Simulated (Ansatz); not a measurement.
W (bcc, W type)

```
CELL_PARAMETERS angstrom
     -3.18365     3.18365     3.18365
      0.00000     0.00000     3.18365
      0.00000     3.18365     0.00000
ATOMIC_POSITIONS crystal
  W  0.00000 0.00000 0.00000
  W  0.50000 0.00000 0.00000
```

A phonon eigenvector at H = (0.5, 0.5, 0.5) is frozen into this cell: atom i moves by Q times the vector below, so Q is the largest atomic displacement, in Å. The cell is held. It is one choice among 3 degenerate patterns. (q is in reciprocal vectors of the primitive cell; the cell shown is doubled to hold the pattern.)

```csv
atom,x,y,z
W1,0.000,0.000,-1.000
W2,0.000,0.000,1.000
```

Computed with PBE (plane waves to 420 eV, PAW, scalar-relativistic; Ansatz, a quantum-chemistry and plane-wave program). k mesh 20×20×20 (Γ-centred), Fermi-Dirac smearing 0.05 eV. Energies are smeared free energies. Stress and pressure are positive under compression. With partly filled bands, energies and forces of such displacements shift with the k mesh and the smearing. Spin-orbit coupling is left out, though W is heavy. The PAW data are Ansatz's earlier set. W is run without spin polarisation. W was relaxed with its symmetry unable to fall. ΔE is measured from the undisplaced structure.

Question: Predict the ΔE (meV/cell) and P (GPa) at Q (Å) = -0.187, -0.140, 0.140, 0.187, 0.233.

Answer: 
| Q (Å) | ΔE (meV/cell) | P (GPa) |
|---|---|---|
| -0.187 | 712 | 13.0 |
| -0.140 | 400 | 7.4 |
| 0.140 | 400 | 7.4 |
| 0.187 | 712 | 13.0 |
| 0.233 | 1093 | 19.6 |

(For displaced atoms, the force is minus the slope of the energy, and its curvature is a force constant, which sets phonon frequencies.)
